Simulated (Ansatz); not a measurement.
Relaxed Hf (hcp, Mg type):

```
CELL_PARAMETERS angstrom
      3.20412     0.00000     0.00000
     -1.60206     2.77485     0.00000
      0.00000     0.00000     5.06894
ATOMIC_POSITIONS crystal
  Hf 0.33333 0.66667 0.75000
  Hf 0.66667 0.33333 0.25000
```

Computed with PBE (plane waves to 420 eV, PAW, scalar-relativistic; Ansatz, a program for electronic structure). k mesh 13×13×8 (Γ-centred), Fermi-Dirac smearing 0.05 eV. With partly filled bands, energies and forces of such displacements shift with the k mesh and the smearing. Hf is run without spin polarisation. Hf was relaxed with its symmetry unable to fall. Spin-orbit coupling is left out, though Hf is heavy. The PAW data are Ansatz's earlier set.

One atom of the cell was then moved (with its periodic images), all else fixed, and the forces (eV/Å) came out as:

```tsv
atom	Fx	Fy	Fz
Hf1	-0.192	-0.111	-0.687
Hf2	0.192	0.111	0.687
```

With two atoms only their relative shift counts; take Hf2 as fixed.

Q: Which atom was moved, and by which vector (Å)?

A: Hf1, by (0.09, 0.05, 0.15), 0.19 Å in all.

(A displaced cell: forces are minus the slopes of the energy, force constants its curvatures, and phonons follow from these.)
